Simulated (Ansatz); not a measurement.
ZnO (wurtzite, P6_3mc), LDA in the plane-wave PAW code Ansatz, all energies at zero smearing, with the estimated change up to a 700 eV cutoff added, with one set of potentials and settings (totals compare only within such a set). Cell of 4 atoms (2 Zn, 2 O): -7603.979 eV.

```json
[
 {"element": "Zn", "reference phase": "P6_3/mmc, 2 atoms in the cell", "E (eV/atom)": "-3246.2689"},
 {"element": "O", "reference phase": "C2/m, 4 atoms in the cell, spin-polarised", "E (eV/atom)": "-552.6597"}
]
```

Formation energy per atom, worked out: (-7603.979 − 2×(-3246.2689) − 2×(-552.6597))/4 = -1.530 eV/atom (-148 kJ per mol of atoms), at 0 K, without zero-point energy or fitted corrections.

The LDA relaxation kept the symmetry of its start; phonons on a q-mesh show no instability. The references are the lowest solids computed at this level, not always the standard phases (solids in place of the gases).

Potentials: the earlier of the program's two PAW sets.
